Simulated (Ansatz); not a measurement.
Given:

NbIr:
```cif
data_Ir2Nb2
_chemical_formula_sum 'Ir2 Nb2'
_space_group_name_H-M_alt 'Pmma'
_space_group_IT_number 51
_space_group_name_Hall '-P 2a 2a'
_cell_length_a 4.53417
_cell_length_b 2.79813
_cell_length_c 4.84591
_cell_angle_alpha 90.000
_cell_angle_beta 90.000
_cell_angle_gamma 90.000
loop_
_atom_site_label
_atom_site_type_symbol
_atom_site_symmetry_multiplicity
_atom_site_Wyckoff_symbol
_atom_site_fract_x
_atom_site_fract_y
_atom_site_fract_z
_atom_site_occupancy
Ir1 Ir 2 e 0.75000 0.00000 0.18607 1
Nb1 Nb 2 f 0.25000 0.50000 0.30885 1
```

This is the LDA-relaxed structure.

All from LDA (plane waves, PAW; program Ansatz), unless another level is named. Estimate the formation energy from the elements (no fitted shifts).

-0.51 eV/atom.

And the density of states at the Fermi level?

0.88 states/eV per atom (mean over ±0.08 eV).

The start of the workflow was typed in or built on a structure type; the Crystallography Open Database copy checked does not list it. COD files the formula under space group No. 123. Whether it is the stable phase at ambient conditions was not checked. The cell was relaxed with LDA under the symmetry of its start; whether a distortion lowers the energy is not shown. No spin polarisation was allowed. The references are the lowest solids computed at this level, not always the standard phases. Spin–orbit coupling is left out wherever it is not named.

Potentials: the later of the program's two PAW sets.
